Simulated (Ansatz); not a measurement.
## TaCo (Pm-3m): electronic heat capacity from the density of states

Theory: DFT r2SCAN, scalar-relativistic, plane waves, PAW in Ansatz.

Settings: cutoff 500 eV, Γ-centred mesh 14×14×14 on the computed 2-atom cell, Gaussian smearing of 0.10 eV; collinear spin from starting moments 0.2 1.86 μB.

Relaxed cell: Pm-3m, a = 3.071 Å, b = 3.071 Å, c = 3.071 Å, α = 90.00°, β = 90.00°, γ = 90.00°, 2 atoms in the primitive cell. Whether it is the stable form of this composition wasn't checked.

The density of states at the Fermi level is 0.529 states/eV in the cell of 2 atoms (1 formula unit; both spins, tetrahedra on a 21×21×21 mesh). The run ends with a moment of 1.86 μB a cell (largest on a site 1.69 μB), and the figure is for this state; a paramagnetic sample can have a quite different one. Another magnetic order, if the compound takes it, can change N(E_F) and the shape of the cell a good deal.

Problem. What Sommerfeld coefficient does this give?

Solution. Per formula unit N(E_F) = 0.529 states/eV. γ = (π²/3) k_B² N(E_F) N_A = 2.357 mJ/(mol K²) per state/eV, so γ = 1.2 mJ/(mol K²), a mole of formula units. This is the bare band result: a measured γ of the same phase and magnetic order is as a rule larger by a factor 1 + λ from phonons and spin fluctuations. N(E_F) at one energy is sensitive to the mesh where the density of states has sharp peaks.

The state reached may not be the lowest one. Spin-orbit coupling is left out, which matters for the bands of heavy elements.

Only this magnetic start was tried.